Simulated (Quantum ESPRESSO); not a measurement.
## Kohn-Sham bands of Rb$_{2}$P$_{3}$ (Fmmm)

```xyz
10
Lattice="4.4999 4.8542 0.0000 4.4999 -4.8542 0.0000 -4.4999 0.0000 -7.3489" Properties=species:S:1:pos:R:3 pbc="T T T"
Rb    -2.2499     2.4271    -3.6745
Rb    -2.2499    -2.4271    -3.6745
Rb     0.0000    -2.7145     0.0000
Rb     0.0000     2.7145     0.0000
P      0.0000     0.0000    -2.1624
P      0.0000     0.0000     2.1624
P      1.8577     0.0000    -1.0750
P     -1.8577     0.0000     1.0750
P     -1.8577     0.0000    -1.0750
P      1.8577     0.0000     1.0750
```

Materials Project entry mp-2079; symmetrised, unrelaxed at this level. COD (Crystallography Open Database) has an entry of this formula and space group (matched by these alone). Method: PBEsol plane waves in Quantum ESPRESSO 7.5 (PseudoDojo norm-conserving files, 37 Ry, no spin polarisation, no spin-orbit coupling), Bloch states on a 4×4×4 mesh through Γ, Wannier90 4.0.1. Density: 6×6×6 mesh, Gaussian smearing 0.01 Ry.

List the Kohn-Sham levels between −8 and 3.7 eV relative to the valence-band maximum at the high-symmetry points, as a band run of pw.x on that density gives them (levels within 2 meV counted together).


```
point  k (reciprocal lattice)                                                                                                                               levels (eV)
-----  ----------------------  ----------------------------------------------------------------------------------------------------------------------------------------
Γ           0.000 0.000 0.000  -5.80, -5.60, -4.37, -3.46, -2.75, -2.61, -2.50, -2.46, -2.10, -2.07, -1.10, -0.36, 0.98, 1.28, 1.44, 1.53, 2.36, 2.38, 3.23, 3.37, 3.66
Y          0.500 -0.500 0.000   -5.75, -5.58, -4.36, -4.19, -2.71, -2.70, -2.57, -2.44, -2.11, -1.99, -0.90, 0.00, 0.68, 1.32, 1.37, 2.02, 2.38, 2.53, 2.62, 2.92, 3.57
C_0       0.629 -0.371 -0.129  -5.74, -5.59, -4.27, -4.09, -2.73, -2.71, -2.64, -2.56, -2.15, -2.03, -0.78, -0.11, 0.78, 1.45, 1.48, 2.10, 2.57, 2.71, 2.82, 3.00, 3.67
A_0        0.371 0.371 -0.871  -5.74, -5.59, -4.27, -4.09, -2.73, -2.71, -2.64, -2.56, -2.15, -2.03, -0.78, -0.11, 0.78, 1.45, 1.48, 2.10, 2.57, 2.71, 2.82, 3.00, 3.67
Z          0.000 0.000 -0.500              -5.70, -5.59, -3.95, -3.50, -3.16, -2.77, -2.70, -2.44, -2.35, -2.12, -0.67, -0.39, 0.98, 1.81, 1.92, 2.06, 2.39, 3.04, 3.47
B_0       0.432 -0.432 -0.500  -5.69, -5.64, -4.24, -3.94, -3.02, -2.75, -2.72, -2.63, -2.35, -2.18, -0.70, -0.23, 1.18, 1.21, 2.16, 2.56, 2.65, 2.83, 3.28, 3.29, 3.33
D_0        0.568 0.432 -0.500  -5.69, -5.64, -4.24, -3.94, -3.02, -2.75, -2.72, -2.63, -2.35, -2.18, -0.70, -0.23, 1.18, 1.21, 2.16, 2.56, 2.65, 2.83, 3.28, 3.29, 3.33
T          0.500 0.500 -0.500   -5.70, -5.64, -4.25, -3.97, -3.02, -2.77, -2.71, -2.63, -2.35, -2.19, -0.70, -0.21, 1.15, 1.21, 2.17, 2.60, 2.61, 2.82, 3.25, 3.28 (×2)
G_0        0.500 0.500 -0.656        -5.67, -5.67, -4.28, -4.03, -2.95, -2.73, -2.65, -2.64, -2.27, -2.17, -0.75, -0.16, 1.20, 1.23, 1.64, 2.51, 2.64, 2.68, 2.93, 3.37
H_0       0.500 -0.500 -0.344        -5.67, -5.67, -4.28, -4.03, -2.95, -2.73, -2.65, -2.64, -2.27, -2.17, -0.75, -0.16, 1.20, 1.23, 1.64, 2.51, 2.64, 2.68, 2.93, 3.37
L          0.500 0.000 -0.500        -5.71, -5.63, -4.16, -3.82, -2.85, -2.83, -2.76, -2.52, -2.32, -2.07, -0.54, -0.46, 1.05, 1.41, 1.91, 2.34, 2.46, 3.01, 3.14, 3.39
```
